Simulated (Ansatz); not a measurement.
TlBr:
Space group Pm-3m (No. 221); a = b = c = 3.980 Å, α = β = γ = 90.00°

```csv
atom,site,symmetry,x,y,z
Tl,1a,m-3m,0.0000,0.0000,0.0000
Br,1b,m-3m,0.5000,0.5000,0.5000
```

This is the PBE+D3(BJ)-relaxed structure.

All from plane-wave PAW PBE+D3(BJ) (Ansatz code), unless another level is named. Give the vibrational entropy at 300 K.

62.9 J/(K·mol of atoms).

Give the highest zone-centre frequency (without LO–TO term).

38 cm⁻¹.

Predict the zero-point energy.

9.6 meV/atom.

The cell was relaxed with PBE+D3(BJ) under the symmetry of its start; phonons on a q-mesh show no instability. Scalar-relativistic: spin–orbit coupling is off unless named, which matters more the heavier the elements.

Potentials: the later of the program's two PAW sets.
